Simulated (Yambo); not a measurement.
CdS (zinc blende, space group F-43m, No. 216), G0W0@PBEsol in Yambo (4×4×4 mesh, plasmon pole; 10 Ry block, no terminator). The number N of bands in W and G is varied.

```
N    x = 1/N  gap Γ → Γ (eV)  shift of the valence edge (eV)
---  -------  --------------  ------------------------------
42   0.02381           2.126                          -0.406
64   0.01562           2.099                          -0.598
89   0.01124           2.120                          -0.731
118  0.00847               ?                               ?
```

Q: Basis-set arguments suggest E = E∞ + A x. Fix A and E∞ from the two rows above the withheld one, predict the row at 118 bands, and test the form.

A: Gap: A = (2.120 − (2.099))/(0.01124 − 0.01562) = -4.79, E∞ = 2.174 eV, so 2.133 eV is predicted; the run gave 2.151 eV (miss 18 meV). The first two rows have slope 3.30, so the form doesn't hold yet over the whole range. Shift: A = (-0.731 − (-0.598))/(0.01124 − 0.01562) = 30.4, E∞ = -1.072 eV, so -0.815 eV is predicted; the run gave -0.829 eV (miss 14 meV). The first two rows have slope 23.4, so the form doesn't hold yet over the whole range. The other settings are held fixed.

Spin-orbit coupling is not included.

Geometry relaxed with PBEsol; primitive cell a = 4.119 Å, b = 4.119 Å, c = 4.119 Å, α = 60.00°, β = 60.00°, γ = 60.00°.

A shift is the quasiparticle energy of the state minus its PBEsol energy.
